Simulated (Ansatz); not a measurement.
Data:

ZrMnF₆:
```xyz
8
Lattice="0.0000 4.1270 4.1270 4.1270 0.0000 4.1270 4.1270 4.1270 0.0000" Properties=species:S:1:pos:R:3 pbc="T T T"
Zr     4.1270     4.1270     4.1270
Mn     0.0000     0.0000     0.0000
F      2.1184     4.1270     4.1270
F      6.1357     4.1270     4.1270
F      4.1270     2.1184     4.1270
F      4.1270     6.1357     4.1270
F      4.1270     4.1270     2.1184
F      4.1270     4.1270     6.1357
```
The run is spin-polarised; directions of the spins, atom by atom: 0 ↑ 0 0 0 0 0 0.

This is the HSE06-relaxed structure.

All from HSE06 (plane waves, PAW; program Ansatz), unless another level is named. Predict the smallest direct gap on the standard path.

5.89 eV.

Predict the band gap.

5.74 eV (indirect).

Predict the conduction-band minimum.

at Γ.

And the valence-band maximum?

at L.

Space group Fm-3m. The first step of the workflow began from a Materials Project structure, measured or hypothetical; the Crystallography Open Database copy checked does not list it. Its standing as an ambient phase is unchecked. Symmetry was held in the HSE06 relaxation; its stability against distortions is not shown here. Spin order of the final state: ferromagnetic, chosen from 3 collinear starts compared on coarse meshes with r²SCAN (ties went to the first, and starts can fall back to one state), not a proven ground state. Other orbital occupations within this spin state were not tried. The hybrid was solved on a coarse mesh, the path and, where they were found, the r²SCAN edge points; its band edges are the extreme levels among these. Spin–orbit coupling is left out wherever it is not named.

Potentials: the later of the program's two PAW sets.
